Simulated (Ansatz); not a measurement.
Starting cell, BN (h-BN type, space group P6_3/mmc):

```yaml
crystal:
  lattice:
    - [2.50580, 0.00000, 0.00000]
    - [-1.25290, 2.17009, 0.00000]
    - [0.00000, 0.00000, 6.61621]
  atoms:
    - { symbol: B, position: [0.33333, 0.66667, 0.25000] }
    - { symbol: B, position: [0.66667, 0.33333, 0.75000] }
    - { symbol: N, position: [0.33333, 0.66667, 0.75000] }
    - { symbol: N, position: [0.66667, 0.33333, 0.25000] }
```

In this cell atom 1 (B, nearest neighbour N at 1.447 Å; its periodic images, 2.5 Å or more away, move with it) is moved by s towards the nearest neighbour, unit vector (-0.866, -0.500, 0.000); all other atoms and the cell stay fixed.

All values below come from PBE-D3(BJ) (plane waves to 420 eV, PAW, scalar-relativistic; Ansatz, a quantum-chemistry and plane-wave program). k mesh 12×12×4 (Γ-centred), Fermi-Dirac smearing 0.05 eV. Energies are smeared free energies. Left out: 1 of 11 points, with atoms too close for the PAW data. BN was relaxed with its symmetry unable to fall. The PAW data are Ansatz's earlier set. ΔE is measured from the undisplaced structure.

```
s (Å)   ΔE (meV/cell)
------  -------------
-0.290           1208
-0.232            844
-0.174            513
-0.116       withheld
-0.058             65
0.000               0
0.058              73
0.116             313
0.174             751
0.232            1435
```

Problem. Fit a polynomial form (powers 2, 3, 4) to the given rows and predict ΔE at s = -0.116.

Solution. Least squares on the 9 given rows: ΔE = (20800)·s² + (23660)·s³ + (5439)·s⁴, in meV/cell with s in Å; root-mean-square residual 4.0 meV/cell. At -0.116 the fit gives 244 meV/cell; the calculation gives 244 meV/cell, the same to the digits shown. The quadratic term alone would give 280 meV/cell.

(A displaced cell: forces are minus the slopes of the energy, force constants its curvatures, and phonons follow from these.)
